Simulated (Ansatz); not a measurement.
# NbTe: changing the dispersion correction

The cell as given:

```
Te Nb
1.0
     3.70297    0.00000    0.00000
    -1.85149    3.20687    0.00000
     0.00000    0.00000    3.69421
Te Nb
1 1
Direct
  0.66667 0.33333 0.00000
  0.00000 0.00000 0.50000
```

The cell comes from a database or a generator and needn't be the stable form of this composition.

Kept alike: task relaxation of cell and atoms; functional PBEsol; k mesh 8 × 8 × 7; occupations fermi-dirac, width 0.05 eV; no spin polarisation. Program: Ansatz, Ansatz PAW, cutoff 420 eV. The mesh is that of the run's cell of 2 atoms. No spin-orbit coupling.

| dispersion correction | volume (Å³/atom) | first edge of the run's cell (Å) | third edge of the run's cell (Å) |
| --- | --- | --- | --- |
| D3(BJ) | 20.155 | 3.568 | 3.655 |
| D3(BJ)-ATM | 20.285 | 3.579 | 3.658 |
| D4 | 20.632 | 3.606 | 3.664 |
| none | 20.961 | 3.630 | 3.674 |

The relaxations keep at least the cell's symmetry (P-6m2). For a metal such a mesh leaves the last digits unconverged. Relaxations stop with a little pressure left, so the last digits of a volume or edge aren't settled. All rows use potentials made for PBE.

Q: What does the dispersion correction change here?

A: The volume runs from 20.155 (D3(BJ)) to 20.961 Å³/atom (none). Against no correction: D3(BJ) -3.8 %; D3(BJ)-ATM -3.2 %; D4 -1.6 %. Dispersion terms mostly attract and so lower the volume; the schemes' coefficients and damping set how far. The first edge of the run's cell runs from 3.568 (D3(BJ)) to 3.630 Å (none). The third edge of the run's cell runs from 3.655 (D3(BJ)) to 3.674 Å (none).
